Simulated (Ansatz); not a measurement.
Data:

Starting cell, TiSi$_{2}$ (C54 type, space group Fddd):

```
TiSi2
1.0
    0.00000     4.13234     4.28268
    2.40310     0.00000     4.28268
    2.40310     4.13234     0.00000
Si Ti
4 2
Direct
  0.66302   0.33698   0.66302
  0.33698   0.66302   0.33698
  0.58698   0.91302   0.58698
  0.91302   0.58698   0.91302
  0.00000   0.00000   0.00000
  0.25000   0.25000   0.25000
```

In each cell atom 1 (Si, nearest neighbour Si at 2.535 Å; its periodic images, 4.8 Å or more away, move with it) moves by s·(0.000, 0.000, 1.000) (along Cartesian z), the rest being held.

The numbers are results of PBE (plane waves to 420 eV, PAW, scalar-relativistic; Ansatz, a first-principles code), not measurements. k mesh 10×10×10 (Γ-centred), Fermi-Dirac smearing 0.05 eV. The energy includes the smearing's −TS. Left out: 2 of 11 points, with atoms too close for the PAW data. With partly filled bands, energies and forces of such displacements shift with the k mesh and the smearing. TiSi2 is run without spin polarisation. TiSi2 was relaxed with its symmetry unable to fall. The zero of ΔE is the undisplaced structure.

The scan covers s from -0.608 to 0.608 Å in 9 points.

**Question.** Is the energy the same for equal positive and negative displacements?

**Answer.** Even: the same for both signs. With its periodic images moving along, the atom's site symmetry in this cell is 2.

**Question.** What force acts on the atom along the line at s = -0.608 Å?

**Answer.** 9.58 eV/Å.

**Question.** What is the energy change at s = 0.608 Å?

**Answer.** 2432 meV/cell.

**Question.** What is the force constant k = d²E/ds² of this move at s = 0?

**Answer.** 10.4 eV/Å².

(A displaced cell: forces are minus the slopes of the energy, force constants its curvatures, and phonons follow from these.)
